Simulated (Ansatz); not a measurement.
Electric field gradients in Be₂ZnN₂

These are results of Ansatz 0.2.0, DFT PBE, scalar-relativistic, plane waves, PAW, not measurements. Cutoff 420 eV, 18×18×18 k-points (Γ-centred), Fermi-Dirac smearing of 0.15 eV. No spin polarisation.

Equilibrium structure at this level:
```
Be Zn N
1.0
    -1.36414    1.36414    5.74768
     1.36414   -1.36414    5.74768
     1.36414    1.36414   -5.74768
Be Zn N
2 1 2
Direct
  0.31021 0.31021 0.00000
  0.68979 0.68979 0.00000
  0.00000 0.00000 0.00000
  0.16077 0.16077 0.00000
  0.83923 0.83923 0.00000
```

The cell was built by swapping an element in a database structure (itself possibly hypothetical) and relaxing; it need not be the stable form of this composition. In a metal these results depend on the k mesh and the smearing. A semilocal functional can close a gap that the real compound has.

Give V_zz (10²¹ V/m²) and the asymmetry η at each distinct site.

## Answers

```json
{"atom": "Be (atom 1)", "V_zz": "0.132", "η": "0.00"}
{"atom": "Zn (atom 3)", "V_zz": "-20.16", "η": "0.00"}
{"atom": "N (atom 4)", "V_zz": "3.84", "η": "0.00"}
```